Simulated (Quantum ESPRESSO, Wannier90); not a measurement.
**Tight-binding from DFT: Na₂H₆Pt (Fm-3m)**

```
Na2H6Pt
1.0
    0.00000     3.62932     3.62932
    3.62932     0.00000     3.62932
    3.62932     3.62932     0.00000
Na H Pt
2 6 1
Cartesian
 -1.81466  -1.81466  -1.81466
  1.81466   1.81466   1.81466
  0.00000   0.00000  -1.63711
  0.00000   0.00000   1.63711
 -1.63711   0.00000   0.00000
  1.63711   0.00000   0.00000
  0.00000  -1.63711   0.00000
  0.00000   1.63711   0.00000
  0.00000   0.00000   0.00000
```

Structure: Materials Project mp-690785, symmetrised, not relaxed again. Not found in the COD (Crystallography Open Database) copy used; not checked further. Method: PBEsol plane waves in Quantum ESPRESSO 7.5 (PseudoDojo norm-conserving files, 71 Ry, no spin polarisation, no spin-orbit coupling), Bloch states on a 4×4×4 mesh through Γ, Wannier90 4.0.1. Density: 8×8×8 mesh, cold smearing 0.01 Ry. Spin-orbit coupling is left out although heavy elements are present.

Functional, cutoff and mesh named above are those of the base row (1); the first column says what each row takes instead. Model: 9 functions from bands 13-21, start SCDM (isolated) (the valence bands). Energies are relative to the valence-band maximum; the misfit is to pw.x on a path, for all bands of the set. The lattice is scaled uniformly, fractional positions fixed. Ω_total can sit in another minimum from row to row; Ω_I of an isolated set cannot.

```json
[
 {"scale": "0.96", "Ω_I (Å²)": "9.99", "Ω_total (Å²)": "11.29", "rms misfit (meV)": "3.2", "gap (eV)": "3.59", "bottom of band 13 (eV)": "-6.74"},
 {"scale": "0.98", "Ω_I (Å²)": "10.20", "Ω_total (Å²)": "11.52", "rms misfit (meV)": "3.1", "gap (eV)": "3.51", "bottom of band 13 (eV)": "-6.43"},
 {"scale": "1", "Ω_I (Å²)": "10.42", "Ω_total (Å²)": "11.75", "rms misfit (meV)": "2.8", "gap (eV)": "3.42", "bottom of band 13 (eV)": "-6.14"},
 {"scale": "1.02", "Ω_I (Å²)": "10.64", "Ω_total (Å²)": "11.98", "rms misfit (meV)": "2.5", "gap (eV)": "3.33", "bottom of band 13 (eV)": "-5.86"},
 {"scale": "1.04", "Ω_I (Å²)": "10.87", "Ω_total (Å²)": "12.22", "rms misfit (meV)": "2.4", "gap (eV)": "3.23", "bottom of band 13 (eV)": "-5.61"}
]
```
